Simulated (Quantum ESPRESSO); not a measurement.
# One change at a time to Mg2Pt4SnTa

Calculated results; nothing here was measured. They come from Quantum ESPRESSO 7.5, a public plane-wave density functional program. Each row is one single-point run on a made-up periodic cell of eight metal atoms, with elements, volume, strain and displacements drawn at random and not relaxed, so a cell may be unstable or far from any real phase. There is no spin polarisation or spin-orbit coupling.

Settings: PBE unless stated; PseudoDojo standard norm-conserving files; Fermi-Dirac width 0.25 eV, which means electrons at about 2900 K; cutoff 1143 eV; 6 x 6 x 3 k mesh shifted half a step off Gamma. E is the free energy of the whole cell (internal energy minus TS), so a -TS column is already part of it. Stress is positive in tension, and the pressure P is minus a third of its trace.

Checks: one run of this series was repeated at a higher cutoff and on a denser mesh, which moved values by no more than 0.005 eV, 0.02 GPa and 0.005 eV/Å, and a second program with other atomic files agreed on it to 2 % rms in force and 0.5 GPa in pressure. Known limits: the tin pseudopotential is less sure than most, with forces differing by about three percent from a second method on plain tin; heavy elements are run without spin-orbit coupling, which real alloys of them have; a spin test at this wide smearing found no moment, but such smearing suppresses magnetism that the real alloy may have.

The lattice is face-centred cubic, and the cell vectors in Å are (0.024, -0.057, -4.356); (-4.395, 0.025, 0.024); (2.135, 8.651, 2.280), a volume of 165.25 Å³ in run 1. The elements on sites 1 to 8 are Ta Pt Mg Mg Pt Pt Sn Pt. Each later run makes one change to run 1 and keeps the rest. E is counted from run 1, and is n/a where other atomic files have another zero of energy.

```
run,change,V (Å³),P (GPa),-TS (eV),rms force (eV/Å),largest change of a force component (eV/Å),E (eV)
1,none,165.25,-18.06,-1.188,0.578,0.000,0.000
2,sites 2 and 7 exchanged,165.25,-17.09,-1.186,0.387,1.586,-0.054
3,all lengths scaled by -1.95 %,155.77,-14.43,-1.106,0.575,0.305,-0.968
4,PBEsol in place of PBE,165.25,-22.18,-1.189,0.629,0.173,n/a
5,Hf on site 6,165.25,-13.46,-1.220,0.392,1.976,n/a
6,site 1 moved by +0.12 Å along z,165.25,-17.92,-1.183,0.579,0.202,?
```

## Worked estimate

Along the move dE = -F dx. The force on site 1 along z is 0.005 eV/Å in run 1 and -0.057 eV/Å in run 6, and the move is +0.12 Å, so the mean force times the move gives an estimate.

## Withheld value

Question: what E should run 6 give?

The estimate is 0.003 eV. The calculation gave 0.003 eV.
